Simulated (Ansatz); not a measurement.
## Piezoelectric tensor of Zn3CdTe4

Theory: Ansatz, DFT PBE, scalar-relativistic, plane waves, PAW. Cutoff 420 eV, 6×4×4 k-points (Γ-centred), fixed occupations. No spin polarisation.

The cell, relaxed at this level:
```yaml
crystal:
  lattice:
    - [4.43778, 0.00000, 0.00000]
    - [0.00000, 8.89798, 0.00000]
    - [0.00000, 0.00000, 6.29423]
  atoms:
    - { symbol: Zn, position: [0.00000, 0.75815, 0.00030] }
    - { symbol: Zn, position: [0.50000, 0.00000, 0.50082] }
    - { symbol: Zn, position: [0.00000, 0.24185, 0.00030] }
    - { symbol: Cd, position: [0.50000, 0.50000, 0.50086] }
    - { symbol: Te, position: [0.50000, 0.76202, 0.75950] }
    - { symbol: Te, position: [0.00000, 0.00000, 0.25754] }
    - { symbol: Te, position: [0.50000, 0.23798, 0.75950] }
    - { symbol: Te, position: [0.00000, 0.50000, 0.22118] }
```

The cell was found from a structure generator's guess, not taken from experiment. Spin–orbit coupling is left out, which matters for heavy elements.

(1) Give the relaxed-ion proper piezoelectric stress tensor e_iJ (C/m², Voigt columns xx yy zz yz xz xy).

(2) With the elastic constants (GPa, Voigt order)
C11 = 70.4, C12 = 18.8, C13 = 32.0, C22 = 72.0, C23 = 32.8, C33 = 58.2, C44 = 26.0, C55 = 26.1, C66 = 12.7 GPa; the others vanish.
find the strain coefficients d = e·C⁻¹ (pC/N).

## Answers

(1)
```
x    0.000  0.000  0.000  0.000  0.134  0.000
y    0.000  0.000  0.000 -0.126  0.000  0.000
z    0.133 -0.132 -0.006  0.000  0.000  0.000
```
Signs follow the orientation of the cell as given.

(2)
```
x    0.0  0.0  0.0  0.0  5.2  0.0
y    0.0  0.0  0.0 -4.8  0.0  0.0
z    2.6 -2.4 -0.2  0.0  0.0  0.0
```
